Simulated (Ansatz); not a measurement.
Al$_{2}$Au (fluorite or antifluorite type, Fm-3m), PBE in the plane-wave PAW code Ansatz, all energies at zero smearing, with the estimated change up to a 700 eV cutoff added, with one set of potentials and settings (totals compare only within such a set). Cell of 3 atoms (2 Al, 1 Au): -14227.528 eV.

```tsv
element	reference phase	E (eV/atom)
Al	Fm-3m, 1 atoms in the cell	-537.5055
Au	Fm-3m, 1 atoms in the cell	-13151.2107
```

Formation energy per atom, worked out: (-14227.528 − 2×(-537.5055) − 1×(-13151.2107))/3 = -0.436 eV/atom (-42 kJ per mol of atoms), at 0 K, without zero-point energy or fitted corrections.

Symmetry was held in the PBE relaxation. The references are the lowest solids computed at this level, not always the standard phases. Spin–orbit coupling is left out wherever it is not named.

Potentials: the earlier of the program's two PAW sets.
